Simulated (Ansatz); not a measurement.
A trial cell of Sc₅Mo, before relaxation:

```
CELL_PARAMETERS angstrom
0.00000 3.72984 3.72984
3.72984 0.00000 3.72984
3.72984 3.72984 0.00000
ATOMIC_POSITIONS crystal
Sc 0.25000 0.25000 0.25000
Sc 0.12776 0.62408 0.62408
Sc 0.62408 0.62408 0.62408
Sc 0.62408 0.62408 0.12776
Sc 0.62408 0.12776 0.62408
Mo 0.00000 0.00000 0.00000
```

These are results of DFT PBE, scalar-relativistic, plane waves, PAW (Ansatz), not measurements. Cutoff 420 eV, Gaussian smearing, Γ-centred meshes. Cell and atoms relax first on a coarse mesh and then on a finer one. In between, the cell is made exact in the group found at 0.06 Å. In metals the finer mesh still leaves noise of several meV/atom or more. The steps can't lower the symmetry of their start. Collinear spin is switched on along the way, since trial moments persisted in a coarse test.

A guess keeps its type if space group and coordination stay and the shape of the cell changes little (axis ratios within about 15 %, angles within 6°); the volume may change.

Task: Does this structure survive the relaxation?

Result: It keeps its type. The symmetry stays F-43m (No. 216). The volume per atom grows by 29.6 %, from 17.3 to 22.4 Å³. The shortest distance goes from 2.62 Å (Sc–Sc) to 2.83 Å (Sc–Sc). Counting neighbours within 15 % of an atom's shortest distance, the start has Mo 16, Sc 6/16 and the end Mo 16, Sc 6/16.

The last run used collinear spin, an 8×8×8 mesh for its 6-atom cell and Gaussian smearing of 0.10 eV. The magnetic state reached may not be the lowest. A structure relaxed within its symmetry needn't be a true minimum.

In counts of neighbours, a slash parts the counts of unlike sites.
